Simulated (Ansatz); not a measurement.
AgCl (rock salt): values from a third-order Birch-Murnaghan fit to a volume scan beside measured ones. Computed values: PBEsol (plane waves to 420 eV, PAW, scalar-relativistic; Ansatz, a quantum-chemistry and plane-wave program). AgCl was relaxed with its symmetry unable to fall.

| quantity | reference | kind | PBEsol | difference |
|---|---|---|---|---|
| Lattice constant a (Å) | 5.546 | measured, room temperature or unstated | 5.448 | -1.8 % |

References as given in: Subrata Jana, Abhilash Patra, Prasanjit Samal, The Journal of Chemical Physics (2018), arXiv:1803.03840. Values not taken to low temperature hold thermal and zero-point shifts that a static calculation lacks, so small differences there are no errors of the method.

(A scan under strain: stresses follow from slopes of the energy per volume, elastic moduli from its curvatures.)
